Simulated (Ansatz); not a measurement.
Given:

GaAs:
Space group F-43m (No. 216); a = 5.6665 Å, b = 5.6665 Å, c = 5.6665 Å, α = 90.00°, β = 90.00°, γ = 90.00°

```
atom  site  symmetry       x       y       z
----  ----  --------  ------  ------  ------
As      4c      -43m  0.2500  0.2500  0.2500
Ga      4a      -43m  0.0000  0.0000  0.0000
```
(The calculation used a cell of 2 atoms; values per cell refer to that cell.)

This is the r²SCAN-relaxed structure.

Problem. All from r²SCAN in the plane-wave PAW code Ansatz, unless another level is named. Estimate the HSE06 gap on the r²SCAN cell.

Solution. 1.36 eV.

Problem. Give the gap with spin–orbit coupling.

Solution. 0.86 eV.

Problem. What about the hole effective mass, band 2 of 3 at the edge?

Solution. 0.34 along [100], 0.34 along [110], 0.79 along [111] (mₑ).

The r²SCAN relaxation kept the symmetry of its start; phonons on a q-mesh show no instability. Spin–orbit coupling is left out wherever it is not named.

Potentials: the later of the program's two PAW sets.
